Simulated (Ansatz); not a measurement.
Cs2AgBiBr6 (double-perovskite type, space group Fm-3m)

```
Cs2AgBiBr6
1.0
    0.00000     5.67150     5.67150
    5.67150     0.00000     5.67150
    5.67150     5.67150     0.00000
Cs Ag Bi Br
2 1 1 6
Direct
  0.25000   0.25000   0.25000
  0.75000   0.75000   0.75000
  0.50000   0.50000   0.50000
  0.00000   0.00000   0.00000
  0.74811   0.25189   0.25189
  0.25189   0.74811   0.74811
  0.25189   0.74811   0.25189
  0.74811   0.25189   0.74811
  0.25189   0.25189   0.74811
  0.74811   0.74811   0.25189
```

Equation-of-state scan: isotropic scaling of the cell above, V₀ being its volume. The atoms relax within the cell's symmetry.

The numbers are results of r2SCAN (plane waves to 500 eV, PAW, scalar-relativistic; Ansatz, a first-principles code), not measurements. k mesh 5×5×5 (Γ-centred), Fermi-Dirac smearing 0.05 eV. Compression counts positive. Cs2AgBiBr6 was relaxed with its symmetry unable to fall. Spin-orbit coupling is left out, though Bi is heavy.

At one point of the scan the stress tensor (GPa) is:

```
  -1.99     0.00     0.00
   0.00    -1.99     0.00
   0.00     0.00    -1.99
```

**Question.** Which point is it?
A) V/V₀ = 1.160
B) V/V₀ = 1.120
C) V/V₀ = 1.040
D) V/V₀ = 1.080

**Answer.** B, V/V₀ = 1.120

(Under strain, the slope of the energy per volume gives the stress and its curvature an elastic modulus.)
